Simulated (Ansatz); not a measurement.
**SrVO3: from a starting cell to a relaxed one**

The start is a randomly generated symmetric cell of SrVO3 (space group No. 225). Cell shape, volume and atoms are optimised at zero target pressure with PBEsol (plane waves to 420 eV, PAW, scalar-relativistic; Ansatz, an electronic-structure program). The first steps use a coarse 5×5×5 k-mesh.

Input geometry:
```yaml
crystal:
  lattice:
    - [0.00000, 4.03437, 4.03437]
    - [4.03437, 0.00000, 4.03437]
    - [4.03437, 4.03437, 0.00000]
  atoms:
    - { symbol: O, position: [0.31107, 0.68893, 0.68893] }
    - { symbol: O, position: [0.68893, 0.31107, 0.31107] }
    - { symbol: O, position: [0.68893, 0.31107, 0.68893] }
    - { symbol: O, position: [0.31107, 0.68893, 0.31107] }
    - { symbol: O, position: [0.68893, 0.68893, 0.31107] }
    - { symbol: O, position: [0.31107, 0.31107, 0.68893] }
    - { symbol: Sr, position: [0.25000, 0.25000, 0.25000] }
    - { symbol: Sr, position: [0.75000, 0.75000, 0.75000] }
    - { symbol: V, position: [0.50000, 0.50000, 0.50000] }
    - { symbol: V, position: [0.00000, 0.00000, 0.00000] }
```
Spin-polarised start, with parallel moments on V.

Task: Does the structure survive the relaxation? Give the final space group.

Result: The space group goes from Fm-3m (No. 225) to Pm-3m (No. 221); the end is cubic perovskite type, with 5 atoms in the primitive cell.

Task: How much energy is released per atom?

Result: About 2.4 eV/atom.

Task: How does the volume per atom move from start to end?

Result: -15.8 %, from 13.13 to 11.06 Å³/atom.

Task: How do the shortest distances between atoms change?

Result: The closest pairs of elements (up to four, under 3.6 Å), start → end: O–V 1.52 → 1.90 Å; O–O 2.16 → 2.69 Å; O–Sr 2.89 → 2.69 Å; Sr–V 3.49 → 3.30 Å.

Task: What band gap does the relaxed structure have at this level?

Result: No gap (metallic).

Task: What magnetic moments remain?

Result: Zero (the starting moments vanished).

Final values are on a 12×12×12 k-mesh of the relaxed cell. The start holds a very short contact (O–V 1.52 Å). No spin polarisation in the result: the starting moments vanished. The relaxed primitive cell holds an odd number of electrons. A magnetic state may lie lower. No Hubbard U is applied.

The run could not lose the symmetry of its start.
